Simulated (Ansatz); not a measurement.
## Metals for microwave surfaces, plasmonics and heat sinking

Surface loss at microwave frequencies, Drude damping in the near infrared and electronic heat conduction all follow from the resistivity and the plasma energy of a metal.

fcc Ag serves as the reference. Frequency 100 GHz, photon energy 0.8 eV, T = 300 K, Lorenz number 2.44×10⁻⁸ WΩ/K². All rows are cubic metals, run without spin polarisation.

Data:

Computed with Ansatz, a plane-wave PAW program. resistivity, plasma energy, N(E_F): PBEsol, Boltzmann equation with harmonic phonons, 300 K, mean over directions.

The figures follow from the printed values by these rules: R_s = √(πfμ₀ρ) = 6.283 mΩ × √(f ρ); ħγ = ħε₀ω_p²ρ = 0.1345 meV × (ħω_p)² ρ; quality = ω/γ; κ_e = L₀T/ρ = 732/ρ.

| crystal | ρ (μΩ·cm) | ħω_p (eV) | N(E_F) (states/eV/atom) | surface resistance (mΩ) | damping ħγ (meV) | Drude quality | electronic κ (W/(m·K)) |
|---|---|---|---|---|---|---|---|
| bcc Ta | 13 | 9.0 | 1.26 | 230 | 142 | 5.6 | 56 |
| ScAg (CsCl type) | 21 | 5.1 | 0.72 | 290 | 73.5 | 11 | 35 |
| fcc Rh | 4.3 | 10.1 | 1.23 | 130 | 59.0 | 14 | 170 |
| TiC (rock salt) | 12 | 3.6 | 0.14 | 220 | 20.9 | 38 | 61 |
| fcc Ag, reference | 1.6 | 9.2 | 0.26 | 79 | 18.2 | 44 | 460 |

Whether these are the forms stable at ambient conditions was not checked: ScAg (CsCl type). Spin–orbit coupling is left out unless named.

Worked example:

The steps for bcc Ta:

R_s = 6.283 × √(100 × 13) = 230 mΩ; ħγ = 0.1345 × 9.0² × 13 = 142 meV; Drude quality: 800/142 = 5.6; κ_e = 732/13 = 56 W/(m·K).

For fcc Ag, step by step:

R_s = 6.283 × √(100 × 1.6) = 79 mΩ; ħγ = 0.1345 × 9.2² × 1.6 = 18.2 meV; Drude quality: 800/18.2 = 44; κ_e = 732/1.6 = 460 W/(m·K).

Result:

In order of Drude quality, highest first: fcc Ag (44 ± 8.2) ≈ TiC (38 ± 7.2), fcc Rh (14 ± 2.6) ≈ ScAg (CsCl type) (11 ± 2.1), bcc Ta (5.6 ± 1.1). The ± follows from allowances picked for this note (resistivity 12 %, plasma energy 4 %, 12 % for the model), carried to first order and added in quadrature; ≈ joins neighbours closer than their two ± added in quadrature. 0 of the 4 others clearly beat the reference on this figure.

Wanted are high Drude quality and high plasma energy; no other row betters these on both counts: fcc Rh (14, 10.1); fcc Ag (44, 9.2). The reference is on the front.

Caveats:

Only phonon scattering is included, so films lose more. Interband absorption, often the larger optical loss, is outside the Drude quality. Resistivities move by up to 12 % from half the mesh. The rows are a sample of cubic metals; oxides, V to Ni (no spin in these runs) and Tl, Pb, Bi were not drawn. Limits of the draw: cubic metals without O, V to Ni, Tl, Pb or Bi. As a rule kept out of such tables: 4f compounds, open-shell compounds run without a Hubbard term, cells found unstable in the tests at hand, cells close to a higher symmetry, and runs set to a pressure or over 12 % in volume from the crystal's fullest run.
